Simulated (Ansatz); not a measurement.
Kick test of a cell of Zr₂H₃

It was reached by relaxing an invented guess, and it needn't be the stable form of this composition.

Method: DFT PBE, scalar-relativistic, plane waves, PAW in Ansatz 0.2.0. Plane waves to 420 eV, a k mesh through Γ of 12×12×8 on the computed 5-atom cell and Gaussian smearing (0.10 eV); no spin polarisation.

The cell below (5 atoms, space group P-3m1 (No. 164)) is relaxed within its symmetry.

```yaml
crystal:
  lattice:
    - [3.61790, 0.00000, 0.00000]
    - [-1.80895, 3.13320, 0.00000]
    - [0.00000, 0.00000, 5.60901]
  atoms:
    - { symbol: Zr, position: [0.33333, 0.66667, 0.77497] }
    - { symbol: Zr, position: [0.66667, 0.33333, 0.22503] }
    - { symbol: H, position: [0.50000, 0.00000, 0.50000] }
    - { symbol: H, position: [0.00000, 0.50000, 0.50000] }
    - { symbol: H, position: [0.50000, 0.50000, 0.50000] }
```

For the test a repeat of it with 10 atoms (edges 3.62, 3.62, 11.22 Å) was strained at random (σ = 1.5 % a component), the atoms were moved at random (σ = 0.10 Å), and all was relaxed again on a coarse 6×6×2 mesh (in the run’s order of axes) with 0.20 eV smearing, with no symmetry imposed.

Problem. What happens?

Solution. It doesn't return. The energy falls by 642 meV/atom on that mesh, the volume changes by -14.2 %, and the end has space group R3m (No. 160) at a loose tolerance. Relaxed again on a 12×12×12 mesh with 0.10 eV smearing, the new structure lies 643 meV/atom below the first (mesh in the axes of the run's cell; the cell below is made exact in the group named). Space group R3m (No. 160), trigonal, a = 3.320 Å, c = 34.270 Å. Around Zr on its first site lie 4 H at 2.11–2.16 Å and 9 Zr at 3.19–3.32 Å; Zr on its second site has 7 H at 2.06–2.08 Å; Zr on its third site has 8 H at 2.02–2.12 Å; H on its first site is surrounded by 4 Zr at 2.09–2.16 Å and 6 H at 2.31–2.42 Å; 6 more sites not described.

```
Zr H
1.0
     1.66003    0.95842   11.42319
    -1.66003    0.95842   11.42319
     0.00000   -1.91684   11.42319
Zr H
4 6
Direct
  0.36980 0.36980 0.36980
  0.54269 0.54269 0.54269
  0.12372 0.12372 0.12372
  0.96201 0.96201 0.96201
  0.43271 0.43271 0.43271
  0.89771 0.89771 0.89771
  0.80926 0.80926 0.80926
  0.18552 0.18552 0.18552
  0.06199 0.06199 0.06199
  0.60337 0.60337 0.60337
```
